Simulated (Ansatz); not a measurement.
Si in space group Fd-3m (No. 227; Si on 8a, Si on 32e, Si on 96g), r²SCAN in the plane-wave PAW code Ansatz. The conduction-band minimum lies on the Γ–X line, 95 % of the way from Γ, with 6 equivalent valleys. Second derivatives d²E/dk² of the lowest band at one valley (eV·Å²), along Cartesian directions:

```tsv
direction	d²E/dk²
[100]	35.42
[010]	24.27
[001]	24.27
[110]	29.74
[101]	29.74
[011]	24.00
```

Find the principal effective masses, the density-of-states mass and the conductivity mass.

Off-diagonal terms follow from H_xy = H[110] − (H_xx + H_yy)/2, and m*/mₑ = 7.620 eV·Å² over each eigenvalue: 0.22, 0.31, 0.32. One valley's DOS mass (m₁m₂m₃)^(1/3) = 0.28, conductivity mass 3/(Σ 1/mᵢ) = 0.27 mₑ.

What effective density of states Nc follows at 300 K for parabolic valleys?

Nc = 2.509e19 × 6 × (0.28)^(3/2) ≈ 2.2e19 cm⁻³.

The first step of the workflow began from a Materials Project structure, measured or hypothetical. Its sites differ from those of the usual phase in this space group: another stacking or structure type. Symmetry was held in the r²SCAN relaxation; its stability against distortions is not shown here.

Potentials: the later of the program's two PAW sets.

Edges and masses are those of Kohn–Sham bands, whose gap is no quasiparticle gap.
